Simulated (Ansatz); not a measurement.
InSb:
```yaml
crystal:
  lattice:
    - [3.02518, -3.08711, 0.00000]
    - [3.02518, 3.08711, 0.00000]
    - [0.00000, 0.00000, 18.49897]
  atoms:
    - { symbol: In, position: [0.05747, 0.94253, 0.25000] }
    - { symbol: In, position: [0.94253, 0.05747, 0.75000] }
    - { symbol: In, position: [0.45572, 0.54428, 0.40889] }
    - { symbol: In, position: [0.54428, 0.45572, 0.59111] }
    - { symbol: In, position: [0.54428, 0.45572, 0.90889] }
    - { symbol: In, position: [0.45572, 0.54428, 0.09111] }
    - { symbol: Sb, position: [0.55558, 0.44442, 0.25000] }
    - { symbol: Sb, position: [0.44442, 0.55558, 0.75000] }
    - { symbol: Sb, position: [0.95449, 0.04551, 0.42409] }
    - { symbol: Sb, position: [0.04551, 0.95449, 0.57591] }
    - { symbol: Sb, position: [0.04551, 0.95449, 0.92409] }
    - { symbol: Sb, position: [0.95449, 0.04551, 0.07591] }
```

Relaxed with r²SCAN. Special points in fractions of this cell's reciprocal vectors: Γ (0.000, 0.000, 0.000); Y (-0.500, 0.500, 0.000); C0 (-0.490, 0.510, 0.000); Σ0 (0.490, 0.490, 0.000); Z (0.000, 0.000, 0.500); A0 (0.490, 0.490, 0.500); E0 (-0.490, 0.510, 0.500); T (-0.500, 0.500, 0.500); S (0.000, 0.500, 0.000); R (0.000, 0.500, 0.500).

**Question.** List the band energies nearest the Fermi level at these points for plane-wave PAW r²SCAN (Ansatz code).

**Answer.** In eV from the Fermi level; about four levels below and three above (degenerate sets whole), none deeper than 8.9 eV; points with the same levels are listed once.

```json
[
 {"k": "Γ", "below": "-0.67 -0.65 -0.47 -0.14", "above": "1.88 2.90 3.16"},
 {"k": "Y", "below": "-2.57 -2.50 -1.75 -0.90", "above": "0.29 0.73 2.03"},
 {"k": "C0", "below": "-2.57 -2.45 -1.75 -0.90", "above": "0.29 0.73 2.03"},
 {"k": "Z", "below": "-0.80 -0.80 -0.42 -0.42", "above": "0.18 0.18 1.48 1.48"},
 {"k": "A0", "below": "-1.90 -1.90 -0.75 -0.75", "above": "1.90 1.90 2.73 2.73"},
 {"k": "S", "below": "-0.81 -0.74 -0.18 -0.14", "above": "0.08 0.47 0.48"},
 {"k": "R", "below": "-0.72 -0.72 -0.15 -0.15", "above": "0.44 0.44 0.98 0.98"}
]
```

Space group Cmcm. The first step of the workflow began from a Materials Project structure, measured or hypothetical; the Crystallography Open Database copy checked does not list it. It is not the phase usual at ambient conditions (space group No. 216). Symmetry was held in the r²SCAN relaxation; whether a distortion lowers the energy is not shown. Scalar-relativistic: spin–orbit coupling is off unless named, which matters more the heavier the elements.

Potentials: the later of the program's two PAW sets.
